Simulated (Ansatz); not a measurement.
TaP:
```yaml
crystal:
  lattice:
    - [3.28256, 0.00000, 0.00000]
    - [-1.64128, 2.84278, 0.00000]
    - [0.00000, 0.00000, 3.31700]
  atoms:
    - { symbol: Ta, position: [0.66667, 0.33333, 0.00000] }
    - { symbol: P, position: [0.00000, 0.00000, 0.50000] }
```

Relaxed with PBEsol. Special points in fractions of this cell's reciprocal vectors: Γ (0.000, 0.000, 0.000); M (0.500, 0.000, 0.000); K (0.333, 0.333, 0.000); A (0.000, 0.000, 0.500); L (0.500, 0.000, 0.500); H (0.333, 0.333, 0.500).

Q: List the band energies nearest the Fermi level at these points for plane-wave PAW PBEsol (Ansatz code).

A: In eV from the Fermi level; about four levels below and three above (degenerate sets whole), none deeper than 8.9 eV; points with the same levels are listed once.

| k | below | above |
|---|---|---|
| Γ | -3.17 -2.19 -2.19 -0.64 | 2.29 2.29 4.92 4.92 |
| M | -6.81 -3.17 -2.64 -0.65 | 1.34 3.92 4.39 |
| K | -6.24 -4.57 -2.99 -0.12 | 1.38 2.13 2.14 |
| A | -1.42 -1.42 -0.22 -0.22 | 2.90 3.70 3.70 |
| L | -5.53 -4.69 -3.35 -0.59 | 3.75 3.91 4.43 |
| H | -5.97 -4.95 -2.77 -0.30 | 2.94 4.02 5.30 |

Space group P-6m2. The first step of the workflow began from a Materials Project structure, measured or hypothetical; the Crystallography Open Database copy checked does not list it. COD files the formula under space group No. 141, so this cell is another polymorph or a model. Whether it is the stable phase at ambient conditions was not checked. The PBEsol relaxation kept the symmetry of its start; of distortions, only those at the zone centre were tested. No spin polarisation was allowed. Scalar-relativistic: spin–orbit coupling is off unless named, which matters more the heavier the elements.

Potentials: the earlier of the program's two PAW sets.
